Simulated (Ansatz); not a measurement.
Rh (fcc (Cu type)), relaxed with r²SCAN (Ansatz, a program for electronic structure, plane waves, PAW): a = b = c = 3.800 Å, α = β = γ = 90.00°.

- B₀ by P(V) fit (GPa): 282
- K_Hill (GPa): 282
- G_Hill (GPa): 162
- Θ_D (K): 499

Problem. The same phase is relaxed and computed with LDA in the same code. What are the cell and these values now?

Solution. a = 3.7538 Å, b = 3.7538 Å, c = 3.7538 Å, α = 90.00°, β = 90.00°, γ = 90.00°.

- B₀ by P(V) fit (GPa) = 317
- K_Hill (GPa) = 317
- G_Hill (GPa) = 182
- Θ_D (K) = 525

All cells were relaxed under the symmetry of their starts (and spin orders); stability against distortions was not tested throughout. Rows with no word on spin ran without spin polarisation. Spin–orbit coupling is left out wherever it is not named.

Potentials: the later of the program's two PAW sets.

Ansatz is a plane-wave DFT program.
